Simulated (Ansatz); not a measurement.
Cs2NaYBr6 (space group Fm-3m)

```
CELL_PARAMETERS angstrom
      0.00000     5.66954     5.66954
      5.66954     0.00000     5.66954
      5.66954     5.66954     0.00000
ATOMIC_POSITIONS crystal
  Cs 0.75000 0.75000 0.75000
  Cs 0.25000 0.25000 0.25000
  Na 0.50000 0.50000 0.50000
  Y  0.00000 0.00000 0.00000
  Br 0.75475 0.24525 0.24525
  Br 0.24525 0.75475 0.75475
  Br 0.24525 0.75475 0.24525
  Br 0.75475 0.24525 0.75475
  Br 0.24525 0.24525 0.75475
  Br 0.75475 0.75475 0.24525
```

The slice is a {110} plane (indices of the conventional cell) through the point (0.250, 0.250, 0.250) (fractional), spanned by u = [100] and v = [1 -1 -1] in vectors of this cell: u (8.02 Å) and v (11.34 Å, at 90° to u). It covers one period; positions are fractions (u, v).

Computed with r2SCAN (plane waves to 500 eV, PAW, scalar-relativistic; Ansatz, a first-principles code). k mesh 5×5×5. These are valence fields of a PAW run, semicore shells included where kept as valence: close to a nucleus they are smooth pseudo fields. Cs2NaYBr6 is run without spin polarisation. Cs2NaYBr6 was relaxed with its symmetry unable to fall.

### Question
Predict the map of the electron localisation function (ELF) on the slice.

### Answer
```tsv
v \ u	0.00	0.13	0.26	0.39	0.52	0.65	0.78	0.91
0.88	0.73	0.11	0.01	0.26	0.44	0.08	0.01	0.45
0.75	0.00	0.01	0.02	0.23	x	0.01	0.02	0.01
0.62	0.73	0.11	0.01	0.27	0.44	0.08	0.01	0.44
0.50	x	0.89	0.03	0.89	x	0.82	0.06	0.82
0.38	0.73	0.09	0.02	0.27	0.38	0.12	0.01	0.43
0.25	0.00	0.02	0.05	0.75	x	0.09	0.04	0.01
0.12	0.73	0.09	0.02	0.27	0.38	0.12	0.01	0.43
0.00	x	0.89	0.03	0.89	x	0.82	0.06	0.82
```

Values: electron localisation function (ELF). Points within 0.5 Å of a nucleus are blanked (x), as the pseudised field means little there.
